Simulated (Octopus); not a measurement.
**TlBr (Pm-3m, No. 221): Octopus summary**

TlBr (Pm-3m, No. 221):
```
CELL_PARAMETERS angstrom
      3.99991     0.00000     0.00000
      0.00000     3.99991     0.00000
      0.00000     0.00000     3.99991
ATOMIC_POSITIONS crystal
  Tl 0.00000 0.00000 0.00000
  Br 0.50000 0.50000 0.50000
```
The cell is a database entry, not relaxed again.

Method: LDA in Octopus 16.4; grid spacing about 0.18 Å, Γ-centred 6×6×6 k-mesh, no spin polarisation; PseudoDojo for Tl Br. Spin-orbit coupling is left out.

**Question.** What band gap does LDA give on the standard high-symmetry path?

**Answer.** 1.71 eV, direct at X. A grid finer by a fifth moves the gap between mesh points by under 0.01 eV.
